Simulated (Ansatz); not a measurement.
# Relaxing Pd

Computed with DFT PBEsol, scalar-relativistic, plane waves, PAW (Ansatz 0.2.0). Cutoff 420 eV, Γ-centred k mesh, Gaussian smearing, no spin polarisation in the final step.

The start is a database structure of Pd, space group Fm-3m (No. 225).

```
CELL_PARAMETERS angstrom
0.00000 1.95865 1.95865
1.95865 0.00000 1.95865
1.95865 1.95865 0.00000
ATOMIC_POSITIONS crystal
Pd 0.00000 0.00000 0.00000
```

Steps on the 8×8×8 mesh (1 atom). 4 of 4 steps are shown, and the free energy counts from the last. Trial steps that were taken back and renewals of the plane-wave basis can be among the rows.

| step | ΔF (meV/atom) | V (Å³/atom) | P (GPa) |
| --- | --- | --- | --- |
| 1 | 6.9 | 15.03 | -5.19 |
| 2 | 4.7 | 14.29 | 4.88 |
| 3 | -0.1 | 14.64 | -0.28 |
| 4 | 0.0 | 14.64 | -0.27 |

A final relaxation ran on a 24×24×24 mesh. The relaxed crystal, Fm-3m (No. 225):

```cif
data_structure
_symmetry_space_group_name_H-M 'Fm-3m'
_symmetry_Int_Tables_number 225
_cell_length_a 3.8755
_cell_length_b 3.8755
_cell_length_c 3.8755
_cell_angle_alpha 90.000
_cell_angle_beta 90.000
_cell_angle_gamma 90.000
_cell_volume 58.21
loop_
_atom_site_label
_atom_site_type_symbol
_atom_site_symmetry_multiplicity
_atom_site_Wyckoff_symbol
_atom_site_fract_x
_atom_site_fract_y
_atom_site_fract_z
_atom_site_occupancy
Pd1 Pd 4 a 0.00000 0.00000 0.00000 1
```

```yaml
Volume_per_atom: 14.55 Å³
Density: 12.14 g/cm³
Gap_on_the_24×24×24_mesh: 0 eV (a metal)
```

The final run used a 24×24×24 mesh on its 1-atom cell and 0.10 eV smearing.

A structure relaxed within its symmetry needn't be a true minimum.